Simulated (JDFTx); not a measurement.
An input for JDFTx (a modified build) (Ti(1 0 -1 0), CANDLE, water, 1 M KCl; bohr, hartree) and the course of its log:

```
lattice \
  5.5477258648 0.0000000000 0.0000000000 \
  0.0000000000 8.7699543827 0.0000000000 \
  0.0000000000 0.0000000000 46.2982900533
coords-type Lattice
ion Ti 0.5000000000 0.7500000000 -0.1700420006 0
ion Ti 0.0000000000 0.2500000000 -0.1373183085 0
ion Ti 0.0000000000 0.7500000000 -0.0691814110 0
ion Ti 0.5000000000 0.2500000000 -0.0345907050 0
ion Ti 0.5000000000 0.7500000000 0.0345907050 0
ion Ti 0.0000000000 0.2500000000 0.0691814110 0
ion Ti 0.0000000000 0.7500000000 0.1373183085 0
ion Ti 0.5000000000 0.2500000000 0.1700420006 0
ion-species pseudo/ti_pbe_v1.4.upf
elec-cutoff 20 100
elec-ex-corr gga-PBE
coulomb-interaction Slab 001
coulomb-truncation-embed 0 0 0
kpoint-folding 8 6 1
elec-smearing Fermi 0.01
elec-n-bands 63
target-mu -0.111718
electronic-scf nIterations 100 energyDiffThreshold 1e-07
fluid LinearPCM
pcm-variant CANDLE
fluid-solvent H2O
fluid-cation K+ 1
fluid-anion Cl- 1
fluid-minimize nIterations 400 knormThreshold 1e-12
wavefunction read f0.wfns
elec-initial-eigenvals f0.eigenvals
elec-initial-fillings read f0.fillings
fluid-initial-state f0.fluidState
dump-name f0_u1.$VAR
dump End State Ecomponents EigStats BandEigs Forces ElecDensity IonicPositions Fillings Kpoints Dtot FluidDebug BoundCharge FluidDensity
```

```
[one cycle in 5 is shown, and the last three; fluid-solver lines are left out]
	FillingsUpdate:  mu: -0.111718000  nElectrons: 100.261447
SCF: Cycle:  0   G: -452.468781597801240   dG: +3.267e+00   |Residual|: 2.192e-01   |deigs|: 1.543e-06
	FillingsUpdate:  mu: -0.111718000  nElectrons: 96.737067
SCF: Cycle:  5   G: -455.666782062764810   dG: +5.498e-02   |Residual|: 3.202e-02   |deigs|: 1.356e-03
	FillingsUpdate:  mu: -0.111718000  nElectrons: 100.149792
SCF: Cycle: 10   G: -452.578248555648827   dG: -5.983e-01   |Residual|: 2.108e-01   |deigs|: 8.385e-04
	FillingsUpdate:  mu: -0.111718000  nElectrons: 100.734429
SCF: Cycle: 15   G: -451.510002157343024   dG: +1.296e+00   |Residual|: 2.491e-01   |deigs|: 1.929e-03
	FillingsUpdate:  mu: -0.111718000  nElectrons: 96.480109
SCF: Cycle: 20   G: -455.681564370776755   dG: -2.970e-01   |Residual|: 3.051e-02   |deigs|: 2.357e-03
	FillingsUpdate:  mu: -0.111718000  nElectrons: 95.765297
SCF: Cycle: 25   G: -455.714777125069872   dG: +7.520e-03   |Residual|: 2.240e-02   |deigs|: 1.499e-04
	FillingsUpdate:  mu: -0.111718000  nElectrons: 97.100361
SCF: Cycle: 30   G: -455.531250127366718   dG: -9.332e-01   |Residual|: 5.511e-02   |deigs|: 3.554e-03
	FillingsUpdate:  mu: -0.111718000  nElectrons: 100.357644
SCF: Cycle: 35   G: -452.125247702648494   dG: +5.525e-01   |Residual|: 2.297e-01   |deigs|: 8.311e-04
	FillingsUpdate:  mu: -0.111718000  nElectrons: 97.999242
SCF: Cycle: 40   G: -454.989406813265362   dG: -4.981e+00   |Residual|: 1.022e-01   |deigs|: 8.567e-03
	FillingsUpdate:  mu: -0.111718000  nElectrons: 100.559952
SCF: Cycle: 45   G: -451.644371047818254   dG: +2.485e-01   |Residual|: 2.421e-01   |deigs|: 3.753e-04
	FillingsUpdate:  mu: -0.111718000  nElectrons: 97.703061
SCF: Cycle: 50   G: -455.200582313843142   dG: -5.340e+00   |Residual|: 9.445e-02   |deigs|: 9.315e-03
	FillingsUpdate:  mu: -0.111718000  nElectrons: 97.393420
SCF: Cycle: 55   G: -455.285941076889856   dG: +1.729e-01   |Residual|: 8.330e-02   |deigs|: 8.481e-04
	FillingsUpdate:  mu: -0.111718000  nElectrons: 94.345649
SCF: Cycle: 60   G: -455.194434607018366   dG: -3.359e+00   |Residual|: 8.036e-02   |deigs|: 7.755e-03
	FillingsUpdate:  mu: -0.111718000  nElectrons: 94.669569
SCF: Cycle: 65   G: -455.434835918117187   dG: +2.608e-01   |Residual|: 5.887e-02   |deigs|: 3.794e-03
	FillingsUpdate:  mu: -0.111718000  nElectrons: 94.503415
SCF: Cycle: 70   G: -455.070836825375466   dG: -4.492e-01   |Residual|: 7.060e-02   |deigs|: 1.292e-03
	FillingsUpdate:  mu: -0.111718000  nElectrons: 95.810712
SCF: Cycle: 75   G: -455.714737766063195   dG: -8.836e-03   |Residual|: 1.622e-02   |deigs|: 1.905e-03
	FillingsUpdate:  mu: -0.111718000  nElectrons: 97.993909
SCF: Cycle: 80   G: -455.046126323965609   dG: +2.155e-02   |Residual|: 9.927e-02   |deigs|: 2.412e-04
	FillingsUpdate:  mu: -0.111718000  nElectrons: 99.195209
SCF: Cycle: 85   G: -453.705077986192919   dG: +1.168e+00   |Residual|: 1.700e-01   |deigs|: 2.904e-03
	FillingsUpdate:  mu: -0.111718000  nElectrons: 100.324981
SCF: Cycle: 90   G: -452.099440649118151   dG: -1.068e-01   |Residual|: 2.262e-01   |deigs|: 1.571e-04
	FillingsUpdate:  mu: -0.111718000  nElectrons: 99.986158
SCF: Cycle: 95   G: -452.715427371140834   dG: +5.517e-01   |Residual|: 2.075e-01   |deigs|: 9.416e-04
	FillingsUpdate:  mu: -0.111718000  nElectrons: 100.336890
SCF: Cycle: 97   G: -452.145134446337750   dG: -1.739e-01   |Residual|: 2.283e-01   |deigs|: 2.505e-04
	FillingsUpdate:  mu: -0.111718000  nElectrons: 100.262180
SCF: Cycle: 98   G: -452.243201053013024   dG: -9.807e-02   |Residual|: 2.247e-01   |deigs|: 1.638e-04
	FillingsUpdate:  mu: -0.111718000  nElectrons: 100.976058
SCF: Cycle: 99   G: -451.008869255836771   dG: +1.234e+00   |Residual|: 2.609e-01   |deigs|: 1.651e-03
SCF: None of the convergence criteria satisfied after 100 iterations.
IonicMinimize: Iter:   0  G: -451.008869255836771  |grad|_K:  0.000e+00
IonicMinimize: Converged (|grad|_K<1.000000e-04).
```

This run gave no converged result. The electronic loop ended without meeting its threshold, so the last energy, electron count and forces aren't results.
